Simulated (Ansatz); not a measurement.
A geometry of SiO$_{2}$ away from equilibrium: step 10 of the relaxation of a generated cell, SiO2 built in the AFLOW prototype AB2_mC6_12_a_i (C34, as in Te2Au). All values below come from r2SCAN (plane waves to 500 eV, PAW, scalar-relativistic; Ansatz, an electronic-structure program). Γ-centred k-mesh 13×13×10 on the run's cell, Fermi–Dirac smearing 0.05 eV.

```
SiO2
1.0
    2.31713    -1.33809     0.00068
    2.31713     1.33809     0.00068
   -0.00132     0.00000     4.29106
Si O
1 2
Direct
  0.00000   0.00000   0.00000
  0.66668   0.66668   0.20884
  0.33332   0.33332   0.79116
```

### Question
Which atoms carry the largest force, and which way does it point?

### Answer
0.01 eV/Å, on O2, O3 (atoms numbered as listed); on O2 its components are (0.00, 0.00, -0.01).

### Question
What is the pressure?

### Answer
+2.2 GPa, compression positive.

### Question
How far above the relaxed end point is this geometry?

### Answer
0.01 eV/atom; the path ends in P-3m1 (No. 164) (CdI2 type).

No spin polarisation in the result. No dispersion correction is included, so spacings between layers, chains or molecules are soft and tend to come out too large.

The run could not lose the symmetry of its start; a randomly shaken copy of 6 atoms returns to this structure.

The end of the path is a generated cell of SiO2: the first start was made by placing the elements on the sites of a structure type, and the end was not matched to a known phase here, so it may be hypothetical. Known forms of SiO2 include space group No. 92, 136, 152, 154.
